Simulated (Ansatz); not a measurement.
Be (hcp (Mg type)), relaxed and computed with several functionals in Ansatz (plane waves, PAW).

```tsv
functional	a (Å)	c (Å)	V (Å³/atom)
r²SCAN+D4	2.256	3.561	7.85
r²SCAN	2.261	3.568	7.90
PBEsol	2.255	3.558	7.83
PBE	2.262	3.566	7.90
PBE+D3(BJ)	2.214	3.499	7.43
LDA	2.226	3.516	7.54
```

All cells were relaxed under the symmetry of their starts (and spin orders); stability against distortions was not tested throughout.

Potentials: the earlier of the program's two PAW sets. The files were generated under PBE; for other functionals the program regenerates the frozen cores, and for LDA and PBEsol the local potential too.

Ansatz (an electronic-structure program) is a plane-wave DFT program.
